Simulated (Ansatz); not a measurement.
WSe₂:
```yaml
crystal:
  lattice:
    - [3.30260, 0.00000, 0.00000]
    - [-1.65130, 2.86014, 0.00000]
    - [0.00000, 0.00000, 13.22737]
  atoms:
    - { symbol: W, position: [0.33333, 0.66667, 0.25000] }
    - { symbol: W, position: [0.66667, 0.33333, 0.75000] }
    - { symbol: Se, position: [0.33333, 0.66667, 0.62423] }
    - { symbol: Se, position: [0.66667, 0.33333, 0.12423] }
    - { symbol: Se, position: [0.66667, 0.33333, 0.37577] }
    - { symbol: Se, position: [0.33333, 0.66667, 0.87577] }
```

Tensor components refer to the Cartesian frame of this cell.

Give the high-frequency dielectric tensor and the Born effective charge tensors of the independent atoms from DFPT, r²SCAN+D4 in the plane-wave PAW code Ansatz.


ε∞:
```
14.4  0.00  0.00
0.00  14.4  0.00
0.00  0.00  6.14
```
Z* of atom 1 (W), rows: field, columns: displacement, in e:
```
-1.08   0.00   0.00
 0.00  -1.08   0.00
 0.00   0.00  -0.57
```
Z* of atom 3 (Se), rows: field, columns: displacement, in e:
```
0.54  0.00  0.00
0.00  0.54  0.00
0.00  0.00  0.29
```

Static charges for comparison (Bader): W1 +1.18, Se3 -0.59 e. Born charges measure polarisation by displacement and can exceed these by far.

Space group P6_3/mmc. The r²SCAN+D4 relaxation kept the symmetry of its start. No spin polarisation was allowed. Scalar-relativistic: spin–orbit coupling is off unless named, which matters more the heavier the elements.

Potentials: the later of the program's two PAW sets.
